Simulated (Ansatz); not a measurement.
SrTiO3:
```yaml
crystal:
  lattice:
    - [-2.74391, 2.74391, 3.90462]
    - [2.74391, -2.74391, 3.90462]
    - [2.74391, 2.74391, -3.90462]
  atoms:
    - { symbol: Sr, position: [0.75000, 0.25000, 0.50000] }
    - { symbol: Sr, position: [0.25000, 0.75000, 0.50000] }
    - { symbol: Ti, position: [0.00000, 0.00000, 0.00000] }
    - { symbol: Ti, position: [0.50000, 0.50000, 0.00000] }
    - { symbol: O, position: [0.77464, 0.27464, 0.04929] }
    - { symbol: O, position: [0.22536, 0.72536, 0.95071] }
    - { symbol: O, position: [0.27464, 0.22536, 0.50000] }
    - { symbol: O, position: [0.72536, 0.77464, 0.50000] }
    - { symbol: O, position: [0.75000, 0.75000, 0.00000] }
    - { symbol: O, position: [0.25000, 0.25000, 0.00000] }
```

PBEsol in the plane-wave PAW code Ansatz gives a gap of 1.97 eV without spin–orbit coupling, maximum on the Γ–X line, 27 % of the way from Γ, minimum at Γ.

Q: What happens when spin–orbit coupling is switched on?

A: The gap falls by 0.01 eV, to 1.96 eV; maximum on the Γ–X line, 27 % of the way from Γ, minimum at Γ.

Q: Give the electron effective mass with spin–orbit coupling.

A: 0.41, 0.72, 0.82 mₑ (principal values).

Q: Give the hole effective mass with spin–orbit coupling.

A: 0.99, 1.1, 11 mₑ (principal values).

Space group I4/mcm. The workflow started from a Materials Project entry (that database holds measured and hypothetical structures alike); the Crystallography Open Database files this formula in space group No. 140, but the cells were not matched. It is not the phase usual at ambient conditions (space group No. 221). Symmetry was held in the PBEsol relaxation. At this level the phase is dynamically unstable (imaginary phonons). The run is not spin-polarised.

Potentials: the earlier of the program's two PAW sets. The files were generated under PBE; for other functionals the program regenerates the frozen cores, and for LDA and PBEsol the local potential too.
